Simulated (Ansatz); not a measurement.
Data:

B₂W:
```
B2W
1.0
    3.00121     0.00000     0.00000
   -1.50061     2.59913     0.00000
    0.00000     0.00000     3.36460
W B
1 2
Direct
  0.00000   0.00000   0.00000
  0.33333   0.66667   0.50000
  0.66667   0.33333   0.50000
```

This is the r²SCAN-relaxed structure.

Q: All from DFT-r²SCAN in the program Ansatz with PAW potentials, unless another level is named. Give the electronic character.

A: metallic (no gap).

Q: Predict the formation energy from the elements (no fitted shifts).

A: -5.1 kJ/mol of atoms.

Q: Give the density of states at the Fermi level.

A: 0.44 states/eV per atom (mean over ±0.08 eV).

Q: Next, the gap with spin–orbit coupling?

A: none (metallic).

Space group P6/mmm. The workflow started from an entry of the Crystallography Open Database (COD), which files this formula under 2 space groups. Its standing as an ambient phase is unchecked. The r²SCAN relaxation kept the symmetry of its start; its stability against distortions is not shown here. The run is not spin-polarised. The references are the lowest solids computed at this level, not always the standard phases. Spin–orbit coupling is left out wherever it is not named.

Potentials: the later of the program's two PAW sets.
